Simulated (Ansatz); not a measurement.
CuCl:
```yaml
crystal:
  lattice:
    - [0.00000, 2.71225, 2.71225]
    - [2.71225, 0.00000, 2.71225]
    - [2.71225, 2.71225, 0.00000]
  atoms:
    - { symbol: Cu, position: [0.25000, 0.25000, 0.25000] }
    - { symbol: Cl, position: [0.50000, 0.50000, 0.50000] }
```

Relaxed with PBE. Special points in fractions of this cell's reciprocal vectors: Γ (0.000, 0.000, 0.000); X (0.500, 0.000, 0.500); U (0.625, 0.250, 0.625); K (0.375, 0.375, 0.750); L (0.500, 0.500, 0.500); W (0.500, 0.250, 0.750).

### Question
List the band energies nearest the valence-band maximum at these points for the program Ansatz at the PBE level (PAW).

### Answer
In eV from the valence-band maximum; about four levels below and three above (degenerate sets whole), none deeper than 8.9 eV; … stands for higher levels left out; points with the same levels are listed once.

```tsv
k	below	above
Γ	-1.46 -1.46 0.00 0.00 0.00	0.53 …
X	-1.36 -1.28 -1.08 -1.08	3.44 4.43 8.71
U	-1.39 -1.31 -1.00 -0.86	4.20 5.07 8.02
L	-1.39 -1.39 -1.34 -0.55 -0.55	2.87 6.77 …
W	-1.55 -1.29 -1.10 -0.77	5.04 5.16 7.37
```

Space group F-43m (zinc blende). The cell was relaxed with PBE under the symmetry of its start. The run is not spin-polarised.

Potentials: the later of the program's two PAW sets.
